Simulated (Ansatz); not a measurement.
Cu:
```yaml
crystal:
  lattice:
    - [-1.44033, 1.44033, 1.36433]
    - [1.44033, -1.44033, 1.36433]
    - [1.44033, 1.44033, -1.36433]
  atoms:
    - { symbol: Cu, position: [0.00000, 0.00000, 0.00000] }
```

This is the r²SCAN+D4-relaxed structure. Cartesian axes are those of the cell as given.

Question: All from plane-wave PAW r²SCAN+D4 (Ansatz code), unless another level is named. Give the bulk modulus (Birch–Murnaghan fit).

Answer: 1680 kbar.

Question: Give the elastic constants (relaxed ions, GPa).

Answer: C11 = 156, C12 = 183, C13 = 165, C33 = 186, C44 = 113, C66 = 130.

Space group I4/mmm (body-centred tetragonal). The first step of the workflow began from a Materials Project structure, measured or hypothetical; the Crystallography Open Database copy checked does not list it. It is not the phase usual at ambient conditions (space group No. 225). The cell was relaxed with r²SCAN+D4 under the symmetry of its start. At this level the phase is mechanically unstable. The run is not spin-polarised. The pairwise dispersion correction was not fitted to metals. As this level gives no gap, shear constants depend on the k-mesh and smearing (Fermi–Dirac, 0.1 eV here).

Potentials: the later of the program's two PAW sets.
